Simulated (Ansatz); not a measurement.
The elements of this relaxed trial crystal are hidden behind letters.

```
lattice vectors (Å)
   0.0000    3.0646    3.0646
   3.0646    0.0000    3.0646
   3.0646    3.0646    0.0000
fractional positions
X 0.6246 0.1251 0.1251
X 0.1251 0.6246 0.1251
X 0.1251 0.1251 0.6246
X 0.1251 0.1251 0.1251
Z 0.7500 0.7500 0.7500
```

These are results of DFT PBE, scalar-relativistic, plane waves, PAW in Ansatz, not measurements. The final run on the 5-atom cell used 420 eV, a Γ-centred 10×10×10 mesh, 0.10 eV smearing and no spin polarisation.

| Quantity | Value |
| --- | --- |
| Space group | F-43m (No. 216) |
| Conventional cell | a = 6.129 Å |
| Volume per atom | 11.51 Å³ |
| Density | 4.15 g/cm³ |
| Formation energy | +0.28 eV/atom |
| Gap on the 10×10×10 mesh of the 5-atom cell | 0 eV (a metal) |

Energies are uncorrected and count from the elements' standard states at the same level.

Q: X is an s-block element of period 2 and Z is a d-block element of period 5. Which elements are they?

A: X = Be, Z = Ag, so the formula is Be4Ag. Density times volume gives a mean mass of 4.15 × 11.51/1.6605 = 28.8 u per atom, and this set has 28.8 u. Among the elements that the hints allow, only these give it. Be has 6 Be at 2.16–2.17 Å and 3 Ag at 2.54 Å; Ag is surrounded by 12 Be at 2.54 Å.

Symmetry constrained the relaxation, so the result can be a saddle point.
